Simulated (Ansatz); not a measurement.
TaW:
```
CELL_PARAMETERS angstrom
      2.28150    -2.28202     0.00000
      2.28150     2.28202     0.00000
      0.00000     0.00000     3.22690
ATOMIC_POSITIONS crystal
  W  0.50000 0.50000 0.00000
  Ta 0.00000 0.00000 0.50000
```

This is the r²SCAN-relaxed structure.

Q: All from plane-wave PAW r²SCAN (Ansatz code), unless another level is named. Estimate the formation energy from the elements (no fitted shifts).

A: -0.10 eV/atom.

Q: Predict the density of states at the Fermi level.

A: 0.78 states/eV per atom (mean over ±0.08 eV).

Q: Predict the gap with spin–orbit coupling.

A: none (metallic).

Space group Pm-3m (CsCl type). The start of the workflow was typed in or built on a structure type; neither database checked (COD, Materials Project) lists it. Whether it is the stable phase at ambient conditions was not checked. Symmetry was held in the r²SCAN relaxation; whether a distortion lowers the energy is not shown. No spin polarisation was allowed. The references are the lowest solids computed at this level, not always the standard phases. Scalar-relativistic: spin–orbit coupling is off unless named, which matters more the heavier the elements.

Potentials: the earlier of the program's two PAW sets.
